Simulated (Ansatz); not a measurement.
# Magnetic orders of FePb

The calculation used DFT r2SCAN, scalar-relativistic, plane waves, PAW (Ansatz).

```
Fe Pb
1.0
     3.39864    0.00000    0.00000
     0.00000    3.39864    0.00000
     0.00000    0.00000    3.39864
Fe Pb
1 1
Direct
  0.00000 0.00000 0.00000
  0.50000 0.50000 0.50000
```

| Property | Result |
| --- | --- |
| plane-wave cutoff | 500 eV |
| Γ-centred k-mesh | 12×12×12 |
| occupation rule | Gaussian smearing, 0.1 eV |
| list of starting moments (μB, in atom order) | 3 0 |
| check for lower electronic states after the SCF | off |

All runs keep this geometry, which isn't relaxed for the lowest state (largest force there 0.000 eV/Å, pressure 0.8 GPa) and needn't be a stable compound; relaxing each order would shift the differences by some 70 meV/atom, going by the pressures and a bulk modulus of about 150 GPa. A propagation vector, in units of the reciprocal vectors, doubles the cell, which takes an equally dense mesh. r2SCAN tends to overstate moments in metals, so a weak moment here may be absent in the real material. Site moments are spin moments in atom-centred spheres that scale with the neighbour distance. The states are those that the runs reached from these starts; a lower one can exist.

Problem. Order the starts by the energy of the state that they reach, lowest first.
A. no spin
B. antiferromagnetic, doubled cell, propagation vector (0, 1/2, 1/2)
C. ferromagnetic

Solution. C (0.00 meV/atom), B (4.71 meV/atom), A (558 meV/atom).

| start | ends | energy above lowest (meV/atom) | site moments (μB) | gap on mesh (eV) | P (GPa) |
| --- | --- | --- | --- | --- | --- |
| no spin | non-magnetic | 558 | none over 0.05 | metal | -13.2 |
| ferromagnetic | ferromagnetic | 0.00 | Fe +3.11, Pb -0.06 | metal | 0.8 |
| antiferromagnetic, doubled cell, propagation vector (0, 1/2, 1/2) | antiferromagnetic | 4.71 | Fe +3.03, Fe -3.03 | metal | 0.7 |

Cost: 3 runs of about 2 core-minutes in all, on Intel Xeon 6975P-C (Granite Rapids) (shared hosts).